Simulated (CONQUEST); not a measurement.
A self-consistent single point of TiN (Fm-3m, 8 atoms in the cell; from Materials Project mp-492, changed as shown) with CONQUEST.

Computed with PBE, numerical atomic orbitals double-zeta with polarisation (the shipped basis), PseudoDojo norm-conserving potentials made for PBE (CONQUEST).

The change in words: volume scaled by 1.06. Reference geometry (Fm-3m):
```yaml
crystal:
  lattice:
    - [4.24125, 0.00000, 0.00000]
    - [0.00000, 4.24125, 0.00000]
    - [0.00000, 0.00000, 4.24125]
  atoms:
    - { symbol: Ti, position: [0.00000, 0.00000, 0.00000] }
    - { symbol: Ti, position: [0.00000, 0.50000, 0.50000] }
    - { symbol: Ti, position: [0.50000, 0.00000, 0.50000] }
    - { symbol: Ti, position: [0.50000, 0.50000, 0.00000] }
    - { symbol: N, position: [0.50000, 0.00000, 0.00000] }
    - { symbol: N, position: [0.50000, 0.50000, 0.50000] }
    - { symbol: N, position: [0.00000, 0.00000, 0.50000] }
    - { symbol: N, position: [0.00000, 0.50000, 0.00000] }
```

Reference input (self-consistent single point, DFT, PBE, numerical atomic orbitals double-zeta with polarisation (the shipped basis), PseudoDojo norm-conserving potentials made for PBE): basis = DZP; Diag.MPMeshX, Y, Z = 3 3 3; potentials = PseudoDojo norm-conserving PBE; Grid.GridCutoff = 140 Ha; DM.SolutionMethod = diagon; Diag.kT = 0.003675 Ha; Diag.GammaCentred = true; minE.SCTolerance = 1.0e-06; SC.MaxIters = 100; SC.LinearMixingFactor = 0.5; SC.KerkerPreCondition = true; SC.KerkerFactor = 0.5 1/bohr. This run's input differs from it in these lines:

```diff
@@ -31,5 +31,5 @@
 # file: coords.dat
-     8.014800926      0.000000000      0.000000000
-     0.000000000      8.014800926      0.000000000
-     0.000000000      0.000000000      8.014800926
+     8.171995904      0.000000000      0.000000000
+     0.000000000      8.171995904      0.000000000
+     0.000000000      0.000000000      8.171995904
 8
```

Output (repeated stretches shortened):

```
    PulayMixSC: Starting Pulay mixing, A_up =  0.500 A_dn =  0.500
    PulayMixSC: Spin non-polarised calculation.
    PulayMixSC: with Kerker preconditioning, q0 =  0.500
          Harris-Foulkes Energy            :      -279.661262636294396 Ha
          Free Energy (E-TS)               :      -279.662819804375772 Ha
    PulayMixSC: Pulay iteration     1 residual:              0.66807E-02
          Harris-Foulkes Energy            :      -279.504761195996366 Ha
          Free Energy (E-TS)               :      -279.506369492778219 Ha
    PulayMixSC: Pulay iteration     2 residual:              0.45685E-02
   [... lines left out ...]
          Free Energy (E-TS)               :      -279.362656882719705 Ha
    PulayMixSC: Pulay iteration    11 residual:              0.19887E-05
          Harris-Foulkes Energy            :      -279.357548180625599 Ha
          Free Energy (E-TS)               :      -279.362656542733987 Ha
    PulayMixSC: Pulay iteration    12 residual:              0.10770E-05
          Harris-Foulkes Energy            :      -279.357548224211541 Ha
          Free Energy (E-TS)               :      -279.362656448770110 Ha
    PulayMixSC: Pulay iteration    13 residual:              0.72238E-06
    PulayMixSC: Reached SCF tolerance of  0.72238E-06 after     13 iterations
      | Number of electrons      =        67.999964
      | GS Energy as E-(1/2)TS   =      -279.360102336490854 Ha
      | Free Energy as E-TS      =      -279.362656448770110 Ha
      |* Harris-Foulkes energy   =      -279.357548224211541 Ha
      |* DFT total energy        =      -279.357548229885992 Ha

    force: Forces on atoms (Ha/a0)
    force:  Atom   X              Y              Z
    force:     1   0.0000000000  -0.0000000000   0.0000000000
   [... zero for the other atoms too ...]

    force: Maximum force :        0.00000000(Ha/a0) on atom         4 in z direction
    force: Force Residual:        0.00000000 Ha/a0
    force: Total stress:         10.82497249     0.00000000     0.00000000 GPa
                             0.00000000    10.82497249     0.00000000
                             0.00000000     0.00000000    10.82497249
    force: Average pressure:    -10.82497249 GPa

    get_E_and_F: Change in energy during last step of electronic optimisation: -0.43586E-07
```

The run converged in 13 iterations. CONQUEST prints the stress tensor with tension positive. Against the reference run the free energy rises by 11.8 meV/atom and the pressure goes from 5.36 to -10.82 GPa.

The program uses no crystal symmetry, so grid and mesh can part values that symmetry would make equal. The atom-centred basis is finite, which shifts total energies and pressures against plane waves. The structure comes from a collection of computed structures, made at another level of theory; the collection holds predicted forms beside known ones. No clean gap shows at this smearing width and mesh (spacing up to 0.48 Å⁻¹); the mesh is coarse for partly filled bands, so the values carry mesh errors.

Cost on one core: about 110 core-seconds (a rough figure).
